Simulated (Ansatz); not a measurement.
Theory: DFT PBE, scalar-relativistic, plane waves, PAW (Ansatz 0.2.0). Settings: cutoff 420 eV, Γ-centred meshes spaced at most about 0.3 Å⁻¹, and about 0.25 Å⁻¹ or finer for metals (2π included), Gaussian smearing. No spin polarisation in the final relaxations.

Temperature and zero-point effects are left out.

Two relaxed structures of Zr₂NbC₂:

1. Space group P4/mmm (No. 123), tetragonal, a = 3.769 Å, c = 4.869 Å. Zr is surrounded by 4 C at 2.55 Å, 4 Zr at 2.66 Å and 4 Nb at 3.08 Å; around Nb lie 8 C at 2.76 Å and 8 Zr at 3.08 Å; C is surrounded by 1 C at 1.43 Å, 4 Zr at 2.55 Å and 4 Nb at 2.76 Å.

2. Space group P-3m1 (No. 164), trigonal, a = 3.292 Å, c = 7.850 Å. Zr has 3 C at 2.25 Å and 3 Nb at 3.13 Å; Nb has 6 C at 2.29 Å and 6 Zr at 3.13 Å; C is surrounded by 3 Zr at 2.25 Å and 3 Nb at 2.29 Å.

Question: Which is lower in energy, and by how much?

Answer: Cell 2 is lower, by 0.99 eV/atom. Cell 1 has space group P4/mmm (No. 123), 13.8 Å³/atom and no gap on its mesh; cell 2 has space group P-3m1 (No. 164), 14.7 Å³/atom and no gap. Counting C atoms around Nb and Zr (those within 1.25 times the shortest such distance or 1.15 times the sum of covalent radii, 1.27 where that leaves under three), cell 1 has Zr 4, Nb 8 and cell 2 has Zr 3, Nb 6. Cell 1 holds C–C pairs (shortest 1.43 Å); in cell 2 the shortest C–C distance is 3.19 Å. The lower one is the more open, so pressure narrows the difference. Both come from invented guesses.

Cells relaxed within their symmetry can be saddle points.
